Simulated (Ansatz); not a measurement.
SiW (CsCl type, Pm-3m) at seven volumes, plane-wave PAW PBEsol (Ansatz code), scaled uniformly. One row is withheld.

| V (Å³/atom) | P (GPa) |
|---|---|
| 12.668 | 28.86 |
| 13.086 | 17.65 |
| 13.503 | 8.11 |
| 13.921 | -0.01 |
| 14.338 | -6.95 |
| 14.756 | ? |
| 15.174 | -17.87 |

Task: Fit the shown pressures and predict the withheld one.

Result: Third-order Birch–Murnaghan: P = (3/2)B₀(x^(7/2) − x^(5/2))[1 + (3/4)(B′ − 4)(x − 1)] with x = (V₀/V)^(2/3). Least squares on the six rows gives V₀ = 13.920 Å³/atom, B₀ = 249.7 GPa, B′ = 4.33. At V = 14.756, x = 0.9619 and P = -12.84 GPa. The run itself gave -12.86 GPa.

A made-up cell: these elements were put on the sites of a structure type; neither database checked (COD, Materials Project) lists it. Whether it is the stable phase at ambient conditions was not checked. Symmetry was held in the PBEsol relaxation; whether a distortion lowers the energy is not shown. No spin polarisation was allowed. Spin–orbit coupling is left out wherever it is not named.

Potentials: the earlier of the program's two PAW sets. The files were generated under PBE; for other functionals the program regenerates the frozen cores, and for LDA and PBEsol the local potential too.
